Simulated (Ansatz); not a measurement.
The start is a generated trial cell of SiNi in the AFLOW prototype AB_hR6_160_b_b (B13, as in NiS). The structure is fully relaxed (lattice and positions, P = 0) with PBEsol (plane waves to 420 eV, PAW, scalar-relativistic; Ansatz, a program for electronic structure). The first steps use a coarse 8×8×8 k-mesh.

Input geometry:
```yaml
crystal:
  lattice:
    - [4.65520, 2.68768, 1.01628]
    - [-4.65520, 2.68768, 1.01628]
    - [0.00000, -5.37537, 1.01628]
  atoms:
    - { symbol: Si, position: [0.99981, 0.99981, 0.73638] }
    - { symbol: Si, position: [0.99981, 0.73638, 0.99981] }
    - { symbol: Si, position: [0.73638, 0.99981, 0.99981] }
    - { symbol: Ni, position: [0.27120, 0.27120, 0.60839] }
    - { symbol: Ni, position: [0.27120, 0.60839, 0.27120] }
    - { symbol: Ni, position: [0.60839, 0.27120, 0.27120] }
```
Spin-polarised start, with parallel moments on Ni.

Q: How large is the pressure on the unrelaxed cell, and of which sign?

A: +15 GPa (positive: the cell is compressed).

Q: What is the largest force in the starting geometry, and on which atom (counted from 1)?

A: About 1.2 eV/Å, on Si1, Si2, Si3 (atoms numbered as listed).

Q: By how much does the energy per atom fall from start to end?

A: 0.42 eV/atom.

Q: How does the volume per atom move from start to end?

A: -0.6 %, from 12.72 to 12.64 Å³/atom.

Q: How do the shortest distances between atoms change?

A: The closest pairs of elements (up to four, under 3.6 Å), start → end: Ni–Si 2.19 → 2.21 Å; Si–Si 2.45 → 2.50 Å; Ni–Ni 3.05 → 2.50 Å.

Q: What magnetic moments remain?

A: Zero (the starting moments vanished).

Q: Give the final cell and atomic positions.

A: 
```cif
data_Ni9Si9
_chemical_formula_sum 'Si9 Ni9'
_space_group_name_H-M_alt 'R3m :H'
_space_group_IT_number 160
_space_group_name_Hall 'R 3 -2"'
_cell_length_a 10.25630
_cell_length_b 10.25630
_cell_length_c 2.49664
_cell_angle_alpha 90.000
_cell_angle_beta 90.000
_cell_angle_gamma 120.000
loop_
_atom_site_label
_atom_site_type_symbol
_atom_site_symmetry_multiplicity
_atom_site_Wyckoff_symbol
_atom_site_fract_x
_atom_site_fract_y
_atom_site_fract_z
_atom_site_occupancy
Si1 Si 9 b 0.41580 0.20790 0.22484 1
Ni1 Ni 9 b 0.17184 0.08592 0.40409 1
```
(The calculation used a cell of 6 atoms; values per cell refer to that cell.)

The space group stays R3m (No. 160) (the run could not lower it), with 6 atoms in the primitive cell. Final values are on a 14×14×14 k-mesh of the relaxed cell. No spin polarisation in the result: the starting moments vanished. A magnetic state may lie lower.

The run could not lose the symmetry of its start: the end is stationary, and may be a saddle point rather than a minimum.

The relaxed structure here is a generated cell of SiNi: the first start was made by placing the elements on the sites of a structure type, and the end was not matched to a known phase here, so it may be hypothetical. Known forms of SiNi include space group No. 62.
